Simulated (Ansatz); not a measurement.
## TePt, first-principles data

TePt:
```yaml
crystal:
  lattice:
    - [3.39187, 0.00000, 0.00000]
    - [0.00000, 3.39187, 0.00000]
    - [0.00000, 0.00000, 3.39187]
  atoms:
    - { symbol: Pt, position: [0.00000, 0.00000, 0.00000] }
    - { symbol: Te, position: [0.50000, 0.50000, 0.50000] }
```

Space group Pm-3m (No. 221), CsCl type; conventional cell a = 3.3919 Å, b = 3.3919 Å, c = 3.3919 Å, α = 90.00°, β = 90.00°, γ = 90.00°.

Method: the program Ansatz at the PBEsol level (PAW). Structure relaxed to zero pressure with the same functional. Other levels are named where they apply.

Cell and energy:

- Volume per atom = 19.51 Å³
- Density = 13.73 g/cm³
- Formation energy from the elements (no fitted shifts) = 0.14 eV/atom

Electronic structure:

- Electronic character = metallic (no gap)
- Density of states at the Fermi level = 0.41 states/eV per atom (mean over ±0.08 eV)
- Gap with spin–orbit coupling = none (metallic)

Mechanics:

* **Bulk modulus (Birch–Murnaghan fit)**: 147 GPa
* **Pressure derivative B′**: 5.2
* **Elastic constants (relaxed ions, GPa)**: C11 = 149, C12 = 148, C44 = 43.3
* **Mechanical stability**: marginal (the smallest eigenvalue of C is near zero)

Phonons:

* **Highest zone-centre frequency**: 42 cm⁻¹
* **Zone-centre stability**: no imaginary mode at Γ

The start of the workflow was typed in or built on a structure type; neither database checked (COD, Materials Project) lists it. COD files the formula under space group No. 166, 194. Whether it is the stable phase at ambient conditions was not checked. The cell was relaxed with PBEsol under the symmetry of its start. No spin polarisation was allowed. As this level gives no gap, shear constants depend on the k-mesh and smearing (Fermi–Dirac, 0.1 eV here). As this level gives no gap, phonon frequencies hold no LO–TO term and depend on the k-mesh and smearing (Fermi–Dirac, 0.1 eV here). The references are the lowest solids computed at this level, not always the standard phases. Spin–orbit coupling is left out wherever it is not named.

Potentials: the earlier of the program's two PAW sets. The files were generated under PBE; for other functionals the program regenerates the frozen cores, and for LDA and PBEsol the local potential too.
